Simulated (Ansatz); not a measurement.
## Sensitivity of the gradients in MoS2 with Ge replacing Mo to the input

This input was run with Ansatz:

```yaml
crystal:
  lattice:
    - [9.507, 0.0, 0.0]
    - [-4.7535, 8.2333035138, 0.0]
    - [0.0, 0.0, 12.324]
  atoms:
    - { symbol: Ge, position: [0.1111111111, 0.2222222222, 0.25] }
    - { symbol: Mo, position: [0.1111111111, 0.5555555556, 0.25] }
    - { symbol: Mo, position: [0.1111111111, 0.8888888889, 0.25] }
    - { symbol: Mo, position: [0.4444444444, 0.2222222222, 0.25] }
    - { symbol: Mo, position: [0.4444444444, 0.5555555556, 0.25] }
    - { symbol: Mo, position: [0.4444444444, 0.8888888889, 0.25] }
    - { symbol: Mo, position: [0.7777777778, 0.2222222222, 0.25] }
    - { symbol: Mo, position: [0.7777777778, 0.5555555556, 0.25] }
    - { symbol: Mo, position: [0.7777777778, 0.8888888889, 0.25] }
    - { symbol: Mo, position: [0.2222222222, 0.1111111111, 0.75] }
    - { symbol: Mo, position: [0.2222222222, 0.4444444444, 0.75] }
    - { symbol: Mo, position: [0.2222222222, 0.7777777778, 0.75] }
    - { symbol: Mo, position: [0.5555555556, 0.1111111111, 0.75] }
    - { symbol: Mo, position: [0.5555555556, 0.4444444444, 0.75] }
    - { symbol: Mo, position: [0.5555555556, 0.7777777778, 0.75] }
    - { symbol: Mo, position: [0.8888888889, 0.1111111111, 0.75] }
    - { symbol: Mo, position: [0.8888888889, 0.4444444444, 0.75] }
    - { symbol: Mo, position: [0.8888888889, 0.7777777778, 0.75] }
    - { symbol: S, position: [0.1111111111, 0.2222222222, 0.623] }
    - { symbol: S, position: [0.1111111111, 0.5555555556, 0.623] }
    - { symbol: S, position: [0.1111111111, 0.8888888889, 0.623] }
    - { symbol: S, position: [0.4444444444, 0.2222222222, 0.623] }
    - { symbol: S, position: [0.4444444444, 0.5555555556, 0.623] }
    - { symbol: S, position: [0.4444444444, 0.8888888889, 0.623] }
    - { symbol: S, position: [0.7777777778, 0.2222222222, 0.623] }
    - { symbol: S, position: [0.7777777778, 0.5555555556, 0.623] }
    - { symbol: S, position: [0.7777777778, 0.8888888889, 0.623] }
    - { symbol: S, position: [0.2222222222, 0.1111111111, 0.123] }
    - { symbol: S, position: [0.2222222222, 0.4444444444, 0.123] }
    - { symbol: S, position: [0.2222222222, 0.7777777778, 0.123] }
    - { symbol: S, position: [0.5555555556, 0.1111111111, 0.123] }
    - { symbol: S, position: [0.5555555556, 0.4444444444, 0.123] }
    - { symbol: S, position: [0.5555555556, 0.7777777778, 0.123] }
    - { symbol: S, position: [0.8888888889, 0.1111111111, 0.123] }
    - { symbol: S, position: [0.8888888889, 0.4444444444, 0.123] }
    - { symbol: S, position: [0.8888888889, 0.7777777778, 0.123] }
    - { symbol: S, position: [0.1111111111, 0.2222222222, 0.877] }
    - { symbol: S, position: [0.1111111111, 0.5555555556, 0.877] }
    - { symbol: S, position: [0.1111111111, 0.8888888889, 0.877] }
    - { symbol: S, position: [0.4444444444, 0.2222222222, 0.877] }
    - { symbol: S, position: [0.4444444444, 0.5555555556, 0.877] }
    - { symbol: S, position: [0.4444444444, 0.8888888889, 0.877] }
    - { symbol: S, position: [0.7777777778, 0.2222222222, 0.877] }
    - { symbol: S, position: [0.7777777778, 0.5555555556, 0.877] }
    - { symbol: S, position: [0.7777777778, 0.8888888889, 0.877] }
    - { symbol: S, position: [0.2222222222, 0.1111111111, 0.377] }
    - { symbol: S, position: [0.2222222222, 0.4444444444, 0.377] }
    - { symbol: S, position: [0.2222222222, 0.7777777778, 0.377] }
    - { symbol: S, position: [0.5555555556, 0.1111111111, 0.377] }
    - { symbol: S, position: [0.5555555556, 0.4444444444, 0.377] }
    - { symbol: S, position: [0.5555555556, 0.7777777778, 0.377] }
    - { symbol: S, position: [0.8888888889, 0.1111111111, 0.377] }
    - { symbol: S, position: [0.8888888889, 0.4444444444, 0.377] }
    - { symbol: S, position: [0.8888888889, 0.7777777778, 0.377] }
kpoints:
  mp_grid: { grid: [3, 3, 2] }
scf:
  occupations: { method: fermi_dirac, width: 0.01 }
  max_iter: 50
hamiltonian:
  xc: pbe
  pseudopotentials: { kind: paw }
output:
  forces: true
  stress: true
  populations: true
  efg:
    quadrupole_moments_barn: { Ge: -0.196, Mo: -0.022, S: -0.0694 }
    contact_densities: true
basis:
  ecutwfc: "80 eV"
```

```sh
ansatz run input.yaml --threads 4 --pin off --max-ram 8192MiB --backend cpu --events-out ev --progress --plain --runs-dir out
```

It converged. Of its output the block on the nuclei alone is shown, without the SCF iterations, energies, forces and stress (one atom of each set):

```
--- PAW observables at the nuclei: V_zz in 10²¹ V/m², potentials from the cell's mean, atoms counted from 1 ---
  atom   1  Ge V_zz =    +3.506414   η = 0.0000   by run symmetry: allowed   C_q = -16.6178 MHz
            electrostatic potential = -4169.705773 V   contact ρ = none
  atom   2  Mo V_zz =    +2.730706   η = 0.9233   by run symmetry: allowed   C_q = -1.4526 MHz
            electrostatic potential = -6275.511628 V   contact ρ = none
  atom   6  Mo V_zz =    -0.894468   η = 0.0000   by run symmetry: allowed   C_q = +0.4758 MHz
            electrostatic potential = -6275.321348 V   contact ρ = none
  atom   8  Mo V_zz =    -1.438056   η = 0.0000   by run symmetry: allowed   C_q = +0.7650 MHz
            electrostatic potential = -6275.401215 V   contact ρ = none
  atom  10  Mo V_zz =    -0.850034   η = 0.1194   by run symmetry: allowed   C_q = +0.4522 MHz
            electrostatic potential = -6275.660598 V   contact ρ = none
  atom  12  Mo V_zz =    -0.992279   η = 0.1513   by run symmetry: allowed   C_q = +0.5279 MHz
            electrostatic potential = -6275.568265 V   contact ρ = none
  atom  14  Mo V_zz =    -0.861903   η = 0.0686   by run symmetry: allowed   C_q = +0.4585 MHz
            electrostatic potential = -6275.603349 V   contact ρ = none
  atom  19  S  V_zz =    -2.884740   η = 0.0000   by run symmetry: allowed   C_q = +4.8408 MHz
            electrostatic potential = -1633.187777 V   contact ρ = 19774.056728 e/Å³
  atom  20  S  V_zz =    -2.502088   η = 0.0286   by run symmetry: allowed   C_q = +4.1987 MHz
            electrostatic potential = -1633.076612 V   contact ρ = 19773.771216 e/Å³
  atom  24  S  V_zz =    -2.454332   η = 0.0000   by run symmetry: allowed   C_q = +4.1186 MHz
            electrostatic potential = -1633.102163 V   contact ρ = 19773.690423 e/Å³
  atom  26  S  V_zz =    -2.550216   η = 0.0000   by run symmetry: allowed   C_q = +4.2795 MHz
            electrostatic potential = -1633.120314 V   contact ρ = 19773.690102 e/Å³
  atom  28  S  V_zz =    +3.499118   η = 0.5714   by run symmetry: allowed   C_q = -5.8718 MHz
            electrostatic potential = -1633.526923 V   contact ρ = 19776.533370 e/Å³
  atom  30  S  V_zz =    -1.973463   η = 0.1397   by run symmetry: allowed   C_q = +3.3116 MHz
            electrostatic potential = -1633.127844 V   contact ρ = 19774.097568 e/Å³
  atom  32  S  V_zz =    -3.243938   η = 0.3709   by run symmetry: allowed   C_q = +5.4436 MHz
            electrostatic potential = -1632.975873 V   contact ρ = 19774.028718 e/Å³
```

Q: Can these gradients be trusted, and how do they compare with a run on standard settings?

A: No. Against the standard input the change is `basis.ecutwfc`: not typed → 80 eV; `scf.max_iter`: not typed → 50. A site carries the number of its first atom; V_zz in 10²¹ V/m².

| site | atom | V_zz standard | η standard | V_zz here | η here |
| --- | --- | --- | --- | --- | --- |
| Ge | 1 | -4.22 | 0.00 | 3.51 | 0.00 |
| Mo2 | 2 | -9.19 | 0.22 | 2.73 | 0.92 |
| Mo6 | 6 | -7.39 | 0.00 | -0.89 | 0.00 |
| Mo8 | 8 | -8.27 | 0.00 | -1.44 | 0.00 |
| Mo10 | 10 | -7.48 | 0.00 | -0.85 | 0.12 |
| Mo12 | 12 | -7.45 | 0.00 | -0.99 | 0.15 |
| Mo14 | 14 | -7.39 | 0.01 | -0.86 | 0.07 |
| S20 | 20 | -5.14 | 0.00 | -2.50 | 0.03 |
| S24 | 24 | -5.14 | 0.00 | -2.45 | 0.00 |
| S28 | 28 | -3.50 | 0.08 | 3.50 | 0.57 |
| S30 | 30 | -4.73 | 0.06 | -1.97 | 0.14 |
| S32 | 32 | -5.43 | 0.05 | -3.24 | 0.37 |

The largest change of V_zz along a kept axis is on Ge, from -4.22 to 3.51. In per cent, |V_zz| changes by -89 to -83 on Mo, -58 to -40 on S (all sites that start above 2, bar those whose gradient vanishes or changes sign or whose main axis turns by over 40°). Where |V_zz| stays above 0.1 and the axes keep their order, η moves most on S32, from 0.05 to 0.37. V_zz changes sign on Ge (same axis). On Mo2, S28 the largest principal value lies along another axis in the second run, so the two V_zz can't be compared directly. The table leaves out 2 of the 14 sites, with |V_zz| up to 5.31; their tensors move by 2.57 at most along any direction. The statements above cover all sites. At these positions the changed run has forces up to 3.5 eV/Å, so its atoms aren't at their own equilibrium. SCF iterations: 12 and 20. New warnings: cutoff below recommended. The changed input holds a cutoff far too low, so its numbers aren't properties of the crystal.

On the reference run: The run isn't spin-polarised, and a state with spin may lie lower. The defect repeats with the cell of 54 atoms, so it feels its images: sites between two images don't show the values beside a lone defect, and zeros or small values of η there can come from the images' arrangement. Mo and S carry a gradient in the pure host already, so the values there aren't the defect's effect alone. The defect cell has no gap above 0.1 eV on its mesh, so the values can hang on the smearing and the k-mesh. Without spin–orbit coupling (the program notes it for Mo) the gradients can shift somewhat, as the gap is small. The neighbours have not yet relaxed around the defect (largest force 1.1 eV/Å), so a real crystal will differ.
